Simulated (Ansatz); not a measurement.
Data:

MgSe₂:
```xyz
12
Lattice="6.4738 0.0000 0.0000 0.0000 6.4738 0.0000 0.0000 0.0000 6.4738" Properties=species:S:1:pos:R:3 pbc="T T T"
Mg     3.2369     3.2369     0.0000
Mg     0.0000     3.2369     3.2369
Mg     0.0000     0.0000     0.0000
Mg     3.2369     0.0000     3.2369
Se     0.6859     5.7879     2.5510
Se     5.7879     0.6859     3.9228
Se     2.5510     0.6859     5.7879
Se     3.9228     5.7879     0.6859
Se     3.9228     3.9228     3.9228
Se     2.5510     2.5510     2.5510
Se     5.7879     2.5510     0.6859
Se     0.6859     3.9228     5.7879
```

This is the r²SCAN-relaxed structure.

Problem. All from the program Ansatz at the r²SCAN level (PAW), unless another level is named. Estimate the band gap.

Solution. 2.09 eV (indirect).

Problem. Predict the smallest direct gap on the standard path.

Solution. 2.19 eV.

Problem. What about the valence-band maximum?

Solution. on the Γ–X line, 38 % of the way from Γ.

Space group Pa-3. The workflow started from a Materials Project entry (that database holds measured and hypothetical structures alike); the Crystallography Open Database copy checked does not list it. Its standing as an ambient phase is unchecked. Symmetry was held in the r²SCAN relaxation; whether a distortion lowers the energy is not shown. Spin–orbit coupling is left out wherever it is not named.

Potentials: the earlier of the program's two PAW sets.
